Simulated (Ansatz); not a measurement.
Input:

GaSb:
```xyz
2
Lattice="0.0000 2.8700 2.8700 2.8700 0.0000 2.8700 2.8700 2.8700 0.0000" Properties=species:S:1:pos:R:3 pbc="T T T"
Sb     0.0000     0.0000     0.0000
Ga     2.8700     2.8700     2.8700
```

This is the r²SCAN-relaxed structure.

### Question
All from r²SCAN in the plane-wave PAW code Ansatz, unless another level is named. Estimate the Hill bulk and shear moduli.

### Answer
63.3 and 21.1 GPa.

### Question
Predict the elastic constants (relaxed ions, GPa).

### Answer
C11 = 127, C12 = 31.4, C44 = 11.3.

Space group Fm-3m (rock salt). The start of the workflow was typed in or built on a structure type; neither database checked (COD, Materials Project) lists it. It is not the phase usual at ambient conditions (space group No. 216). Symmetry was held in the r²SCAN relaxation; its stability against distortions is not shown here. As this level gives no gap, shear constants depend on the k-mesh and smearing (Fermi–Dirac, 0.1 eV here). Scalar-relativistic: spin–orbit coupling is off unless named, which matters more the heavier the elements.

Potentials: the earlier of the program's two PAW sets.
